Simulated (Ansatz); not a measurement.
## Notes on TiSi2

```xyz
6
Lattice="-4.1112 2.3826 0.0000 0.0000 2.3826 4.2545 4.1112 2.3826 0.0000" Properties=species:S:1:pos:R:3 pbc="T T T"
Ti    0.0000    0.0000    0.0000
Ti   -2.0556    3.5739    2.1272
Si   -1.3731    2.3826    0.0000
Si    1.3731    2.3826    0.0000
Si    3.4288    3.5739    2.1272
Si    0.6825    3.5739    2.1272
```

The numbers come from plane-wave PAW DFT (Ansatz): r2SCAN, no spin polarisation, 500 eV, 7×7×7 Γ-centred k points, fermi-dirac occupations (width 0.0224 eV). Nothing was relaxed.

(1) Where is the largest force?

(2) What happens at the Fermi level?

(3) What does the stress say?

(4) Which element gives electrons and which takes them?

Origin: a database entry at a rescaled volume.

Cost: 99 s on 1 thread of Intel(R) Xeon(R) 6975P-C (Granite Rapids), with other jobs on the host, peak memory 0.82 GiB (start from a saved density). The time holds forces, stress, Bader, DOS, bands, ELF.

## Answers

(1) The largest is on Si4 (and as large on other atoms): 0.24 eV/Å, components (-0.24, 0.00, 0.00). It makes 106° with the line to a nearest neighbour, Ti2 at 2.53 Å.

(2) It is a metal, with about 2.1 states/eV a cell as the mean within 0.25 eV of the Fermi level, mostly Ti d (68 %) and Si p (24 %).

(3) The pressure is 0.7 GPa (compression positive), so with the atoms held at these fractions the cell would first expand. The principal stresses -0.2, 0.8, 1.5 GPa differ, so its shape would change too.

(4) Bader charges in e: Ti +1.24, Si -0.62. In the mean Ti gives up most and Si takes most.
